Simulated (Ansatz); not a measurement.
MgCO$_{3}$:
```yaml
crystal:
  lattice:
    - [2.32426, 1.34191, 4.97666]
    - [-2.32426, 1.34191, 4.97666]
    - [0.00000, -2.68382, 4.97666]
  atoms:
    - { symbol: Mg, position: [0.00000, 0.00000, 0.00000] }
    - { symbol: Mg, position: [0.50000, 0.50000, 0.50000] }
    - { symbol: C, position: [0.25000, 0.25000, 0.25000] }
    - { symbol: C, position: [0.75000, 0.75000, 0.75000] }
    - { symbol: O, position: [0.25000, 0.97282, 0.52718] }
    - { symbol: O, position: [0.75000, 0.02718, 0.47282] }
    - { symbol: O, position: [0.52718, 0.25000, 0.97282] }
    - { symbol: O, position: [0.47282, 0.75000, 0.02718] }
    - { symbol: O, position: [0.97282, 0.52718, 0.25000] }
    - { symbol: O, position: [0.02718, 0.47282, 0.75000] }
```

x, y and z are the axes in which the lattice vectors are written.

Question: Give the high-frequency dielectric tensor and the Born effective charge tensors of the independent atoms from DFPT, plane-wave PAW PBEsol (Ansatz code).

Answer: 
ε∞:
```
3.03  0.00  0.00
0.00  3.03  0.00
0.00  0.00  2.40
```
Z* of atom 1 (Mg), rows: field, columns: displacement, in e:
```
 2.31  -0.28   0.00
 0.28   2.31   0.00
 0.00   0.00   2.08
```
Z* of atom 3 (C), rows: field, columns: displacement, in e:
```
3.06  0.00  0.00
0.00  3.06  0.00
0.00  0.00  0.48
```
Z* of atom 5 (O), rows: field, columns: displacement, in e:
```
-1.48   0.54   0.13
 0.54  -2.10   0.07
 0.09   0.05  -0.85
```

Static charges for comparison (Bader): Mg1 +1.75, C3 +2.24, O5 -1.33 e. Born charges measure polarisation by displacement and can exceed these by far.

Space group R-3c. The first step of the workflow began from a Materials Project structure, measured or hypothetical; the Crystallography Open Database files this formula in space group No. 167, but the cells were not matched. Its standing as an ambient phase is unchecked. The cell was relaxed with PBEsol under the symmetry of its start; its stability against distortions is not shown here.

Potentials: the later of the program's two PAW sets.
